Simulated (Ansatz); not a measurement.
LaP (zincblende), relaxed with r2SCAN, was run in Ansatz 0.2.0 under altered settings. All numbers are computed, without spin polarisation but where a row says otherwise.

```
CELL_PARAMETERS angstrom
0.00000 3.31641 3.31641
3.31641 0.00000 3.31641
3.31641 3.31641 0.00000
ATOMIC_POSITIONS crystal
La 0.00000 0.00000 0.00000
P 0.25000 0.25000 0.25000
```

The base run's other keys:
```yaml
kpoints:
  mp_grid: { grid: [4, 4, 4] }
hamiltonian:
  xc: r2scan
scf:
  occupations: { method: fixed }
  n_extra_bands: 4
```

It takes 6 iterations with 1837 plane waves at 500 eV and 8 k points, and leaves a mean stress of -0.07 GPa. The gap over this mesh is 1.739 eV.

Outcomes, with energy and stress as changes against the base:

| setting | outcome | ΔF (meV/atom) | Δ mean stress (GPa) | gap on the mesh (eV) | iterations |
| --- | --- | --- | --- | --- | --- |
| magnetization.initial_magnetization: 6.0 | refused | – | – | – | – |
| basis.ecutwfc: 350 | converged, warned | +5.6 | 0.00 | 1.739 | 6 |
| scf.mixing.beta: 1.0 | converged | 0.0 | 0.00 | 1.739 | 6 |
| scf.mixing.preconditioner: resta | converged | 0.0 | 0.00 | 1.739 | 6 |
| scf.convergence.dr2_threshold: 0.0 | refused | – | – | – | – |
| basis.ecutwfc: 160 | converged, warned | +1788 | +0.43 | 1.716 | 7 |
| basis.ecutrho_ratio: 12 | converged | 0.0 | 0.00 | 1.739 | 6 |
| basis.ecutwfc: 0 | refused | – | – | – | – |
| kpoints.mp_grid.grid: [2, 4, 6] | converged, warned | +21 | +0.24 | 1.786 | 6 |
| scf.mixing.ndim: 2 | converged | 0.0 | 0.00 | 1.739 | 8 |
| scf.max_iter: 3 | not converged | – | – | – | 3 |
| scf.convergence.dr2_threshold: 1e-12 | converged | 0.0 | 0.00 | 1.739 | 9 |
| hamiltonian.xc: scan | refused | – | – | – | – |

A dash marks a value that wasn't obtained or can't be compared. Stress is positive in compression. Its mean hides that meshes of lower symmetry stress the axes unequally.

- magnetization.initial_magnetization: 6.0. It is rejected at once. Error: inconsistent input (scf.occupations.method, magnetization): a σ = 0 step fill (method: fixed, or a smearing width below the step floor) with no hard lock on the total moment puts the same N_el/2 bands in each spin channel, which gives a total moment of zero, but the starting moments sum to +6.0000 μB […]
- basis.ecutwfc: 350. 1067 plane waves in place of 1837. The free energy moves by +5.6 meV an atom, the mean stress by 0.00 GPa and the gap on the mesh by 0.000 eV (to 1.739). The basis is too small: these are errors of the cutoff. Warned: cutoff below recommended.
- scf.convergence.dr2_threshold: 0.0. The input is refused before any iteration. Error: invalid value for `scf.convergence.dr2_threshold`: must be finite and > 0; got 0 eV
- basis.ecutwfc: 160. 331 plane waves in place of 1837. The free energy moves by +1788 meV an atom, the mean stress by +0.43 GPa and the gap on the mesh by -0.023 eV (to 1.716). The basis is too small: these are errors of the cutoff. Warned: cutoff below recommended.
- basis.ecutwfc: 0. It is rejected at once. Error: invalid value for `basis.ecutwfc`: must be finite and > 0; got 0 eV
- kpoints.mp_grid.grid: [2, 4, 6]. The free energy moves by +21 meV an atom, the mean stress by +0.24 GPa (single components by up to 0.9) and the gap on the mesh by +0.047 eV (to 1.786). The mesh breaks the crystal's symmetry, so the stress, and any force that symmetry no longer fixes, lose it too. The mesh is too coarse. Warned: symmetry narrowed by mesh.
- scf.max_iter: 3. The calculation stopped without meeting its thresholds. It stopped after 3 iterations; the base needs 6. Nothing that it printed is a property of the solid. Error: did not converge after 3 iterations: dr2 = 6.90e-4 (threshold 1.00e-7), under the density mixer `msr1`, which `scf.mixing.algorithm: auto` chose by the deck's other keys (type `scf.mixing.algorithm: msr1` to keep it) […]
- hamiltonian.xc: scan. The input is refused before any iteration. Error: YAML parse error: line 12 column 7: hamiltonian.xc: unknown variant `scan`, expected one of […]

Within 1 meV an atom, 0.1 GPa and 0.005 eV of the base stay: scf.mixing.beta: 1.0; scf.mixing.preconditioner: resta; basis.ecutrho_ratio: 12; scf.mixing.ndim: 2; scf.convergence.dr2_threshold: 1e-12.

Spin-orbit coupling is left out.
